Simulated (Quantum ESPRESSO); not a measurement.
```cif
data_H3Ba2I
_chemical_formula_sum 'H3 I1 Ba2'
_space_group_name_H-M_alt 'P-3m1'
_space_group_IT_number 164
_space_group_name_Hall '-P 3 2"'
_cell_length_a 4.53640
_cell_length_b 4.53640
_cell_length_c 8.11955
_cell_angle_alpha 90.000
_cell_angle_beta 90.000
_cell_angle_gamma 120.000
loop_
_atom_site_label
_atom_site_type_symbol
_atom_site_symmetry_multiplicity
_atom_site_Wyckoff_symbol
_atom_site_fract_x
_atom_site_fract_y
_atom_site_fract_z
_atom_site_occupancy
H1 H 2 d 0.66667 0.33333 0.35610 1
H2 H 1 b 0.00000 0.00000 0.50000 1
I1 I 1 a 0.00000 0.00000 0.00000 1
Ba1 Ba 2 d 0.33333 0.66667 0.31528 1
```

The geometry is that of Materials Project entry mp-1018651, symmetrised and not relaxed again.

Task: What does LDA (Quantum ESPRESSO, PseudoDojo norm-conserving, 74 Ry, no spin-orbit coupling) give for the electronic structure near the Fermi level?

Result: The LDA gap is indirect, 2.02 eV, from A to L; the smallest direct gap is 2.41 eV. Spin-orbit coupling is left out, which matters for elements this heavy: edges can move by tenths of an eV.

The structure is a Materials Project entry; no match was found in the copy of COD used, and its stability was not checked.
